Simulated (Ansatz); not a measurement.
LuH2:
```
LuH2
1.0
    0.00000     2.47905     2.47905
    2.47905     0.00000     2.47905
    2.47905     2.47905     0.00000
Lu H
1 2
Direct
  0.00000   0.00000   0.00000
  0.25000   0.25000   0.25000
  0.75000   0.75000   0.75000
```

Relaxed with PBEsol. Special points in fractions of this cell's reciprocal vectors: Γ (0.000, 0.000, 0.000); X (0.500, 0.000, 0.500); U (0.625, 0.250, 0.625); K (0.375, 0.375, 0.750); L (0.500, 0.500, 0.500); W (0.500, 0.250, 0.750).

Task: List the band energies nearest the Fermi level at these points for DFT-PBEsol with spin–orbit coupling in the program Ansatz with PAW potentials.

Result: In eV from the Fermi level; about four levels below and three above (degenerate sets whole), none deeper than 8.9 eV; points with the same levels are listed once.

| k | below | above |
|---|---|---|
| Γ | -4.02 -4.02 -4.02 -4.02 -0.33 -0.33 | 1.29 1.29 1.29 1.29 |
| X | -3.64 -3.64 -2.47 -2.47 | 6.08 6.08 6.13 6.13 |
| U | -3.81 -3.81 -1.52 -1.52 | 3.72 3.72 4.26 4.26 |
| L | -4.02 -4.02 -3.64 -3.64 | 1.31 1.31 1.56 1.56 |
| W | -3.92 -3.92 -1.19 -1.19 | 1.78 1.78 6.24 6.24 |

Space group Fm-3m (fluorite). The workflow started from an entry of the Crystallography Open Database (COD). Whether it is the stable phase at ambient conditions was not checked. The cell was relaxed with PBEsol under the symmetry of its start; of distortions, only those at the zone centre were tested.

Potentials: the later of the program's two PAW sets.
